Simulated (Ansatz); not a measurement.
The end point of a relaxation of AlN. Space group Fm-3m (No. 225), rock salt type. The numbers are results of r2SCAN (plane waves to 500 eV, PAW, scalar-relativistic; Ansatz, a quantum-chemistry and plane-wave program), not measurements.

Space group Fm-3m (No. 225); a = b = c = 4.038 Å, α = β = γ = 90.00°

```csv
atom,site,symmetry,x,y,z
Al,4a,m-3m,0.0000,0.0000,0.0000
N,4b,m-3m,0.5000,0.5000,0.5000
```
(The calculation used a cell of 2 atoms; values per cell refer to that cell.)

**Question.** Give the band gap at the level r2SCAN.

**Answer.** 5.52 eV, indirect (valence top at Γ, conduction bottom at X) (no spin-orbit coupling).

**Question.** Estimate the smallest direct gap that r2SCAN returns for this input.

**Answer.** 6.53 eV at Γ.

No spin polarisation in the result.

The run could not lose the symmetry of its start.

The relaxed structure has the type that AlN is known to take under pressure; here it was relaxed at zero pressure, from a generated start.
